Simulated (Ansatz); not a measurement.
## Does the structure type survive?

Theory: DFT r2SCAN, scalar-relativistic, plane waves, PAW (Ansatz). Settings: cutoff 500 eV, Γ-centred meshes no coarser than 0.19 Å⁻¹ for metals and 0.3 Å⁻¹ for insulators (2π included), Gaussian smearing.

Each formula is placed on the named type at a guessed volume, then cell and atoms relax at zero pressure without lowering the symmetry. Keeping the type says nothing about stability against other structures or lower symmetry. Neighbours of unlike kind are counted within 25 % of the shortest distance of their pair. The atoms listed around a site end at a clear gap in distance instead, so their number can differ.

Spin–orbit coupling is left out.

Run without spin polarisation, though moments may exist and would change the cell: CdO2.

Sn3P2 on the anti-A-type sesquioxide type (P-3m1, No. 164), with P for La, Sn for O: does the type hold?

Only loosely: it keeps the symmetry, but the neighbours change from Sn 4.7 P; P 7 Sn to Sn 5.3 P; P 8 Sn. It has a = 4.897 Å, c = 5.834 Å. Sn on Wyckoff site a (1 atom of the primitive cell) has 6 P at 3.13 Å and 6 Sn at 3.30 Å; around Sn on Wyckoff site d (2 atoms of the primitive cell) lie 4 P at 2.78–2.85 Å, 1 P at 3.05 Å and 3 Sn at 3.30 Å (next Sn at 3.73 Å); around P lie 4 Sn at 2.78–2.85 Å and 4 Sn at 3.05–3.13 Å.

Zn2W on the 2H molybdenite type (P6_3/mmc, No. 194), with W for Mo, Zn for S: does the type hold?

Only loosely: the neighbours of unlike kind stay the same, but the proportions of the cell change a good deal: a = 2.785 Å, c = 13.230 Å. Zn has 9 Zn at 2.67–2.79 Å and 3 W at 2.76 Å; W is coordinated by 6 Zn at 2.76 Å and 6 W at 2.79 Å.

CdO2 on the AlB2 type (P6/mmm, No. 191), with Cd for Al, O for B: does the type hold?

Yes: a = 3.593 Å, c = 2.998 Å. Cd is coordinated by 12 O at 2.56 Å and 2 Cd at 3.00 Å (next Cd at 3.59 Å); O is coordinated by 3 O at 2.07 Å.